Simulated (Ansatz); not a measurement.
# TiAl (Pm-3m), two-dimensional strain map

Level of theory: DFT LDA, scalar-relativistic, plane waves, PAW (Ansatz 0.2.0). The runs took a 420 eV cutoff, a Γ-centred 16×16×16 mesh and Gaussian smearing (0.15 eV). No spin polarisation. Energies are free energies at this smearing, counted from the undisturbed cell; pressure is positive in compression.

Zero of the scan (as given, not relaxed at this level; it stands at -5.8 GPa, and it needn't be the usual structure):

```
CELL_PARAMETERS angstrom
3.17906 0.00000 0.00000
0.00000 3.17906 0.00000
0.00000 0.00000 3.17906
ATOMIC_POSITIONS crystal
Ti 0.00000 0.00000 0.00000
Al 0.50000 0.50000 0.50000
```

The cell is strained by p along both x and y and by q along z, fractional coordinates fixed. Points are written (p, q).

Energy above the undisturbed cell in meV/atom (a dash: not computed):

| p \ q | -0.080 | -0.040 | 0.000 | 0.040 | 0.080 |
| --- | --- | --- | --- | --- | --- |
| -0.080 | 251.8 | 140.9 | 52.1 | -17.3 | -68.0 |
| -0.040 | 65.4 | 16.1 | -14.0 | -32.0 | -39.1 |
| 0.000 | -15.8 | -17.1 | 0.0 | 26.8 | 58.6 |
| 0.040 | -16.3 | 20.7 | 74.1 | 136.9 | 202.6 |
| 0.080 | 44.5 | 111.9 | 193.8 | 283.6 | 375.9 |

Pressure in GPa:

```csv
p \ q,-0.080,-0.040,0.000,0.040,0.080
-0.080,36.6,26.5,18.2,11.2,5.3
-0.040,17.8,10.2,4.0,-1.1,-5.3
0.000,4.5,-1.3,-5.8,-9.4,-12.4
0.040,-4.9,-9.2,-12.5,-15.0,-17.0
0.080,-11.3,-14.5,-16.8,-18.5,-19.7
```

Cost: 25 runs of about 3.9 core-minutes in all, on Intel Xeon Platinum 8259CL (Skylake/Cascade Lake) (shared hosts).